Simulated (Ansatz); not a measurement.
## Li interstitial in EuAl2Ga2, calculated

Level of theory: PBEsol, collinear spin, scalar-relativistic; Ansatz, plane waves to 420 eV (PAW set soft_2), k-mesh 4×4×2 shifted by half a step.

The relaxed host crystal (Kohn–Sham gap 0.05 eV on this mesh):

```xyz
5
Lattice="-2.1114 2.1114 5.4479 2.1114 -2.1114 5.4479 2.1114 2.1114 -5.4479" Properties=species:S:1:pos:R:3 pbc="T T T"
Al    0.0000    2.1114    2.7239
Al    2.1114    0.0000    2.7239
Eu    0.0000    0.0000    0.0000
Ga    0.0000    0.0000    6.6741
Ga    0.0000    0.0000    4.2217
```

Supercell of 20 atoms, rows of the matrix [[-1,-1,-2],[-1,1,0],[1,1,0]] times the cell vectors; Li interstitial at (0.036, 0.536, 0.500) in fractions of the cell above. Atoms are relaxed at the host's cell, from a start shaken by 0.05 Å near the defect.

Task: How does the lattice relax around the defect?

Result: Distances from the added Li (Å), by shell of the perfect crystal:

```csv
shell,perfect crystal,"relaxed, charge 0"
2 Eu,2.15,2.46
2 Ga,2.27,2.45
1 Al,2.33,2.78
2 Ga,2.66,2.45
```

| charge | moment of the cell (μB) | moment on Li (μB) | gap of the cell on the mesh (eV) |
| --- | --- | --- | --- |
| 0 | 28.13 | 0.06 | 0.00 |

Formation energy of the neutral defect: 1.74 eV, taking atoms from and to the elements' standard states (no corrections for gases), so it belongs to those chemical potentials alone.

Caveats: 4f shell without a U, which puts 4f levels too near the Fermi level; open f or d shells may hold a state above the lowest; small supercell, so energies and levels can be off by tenths of an eV; one random start near the defect, so other minima are possible.
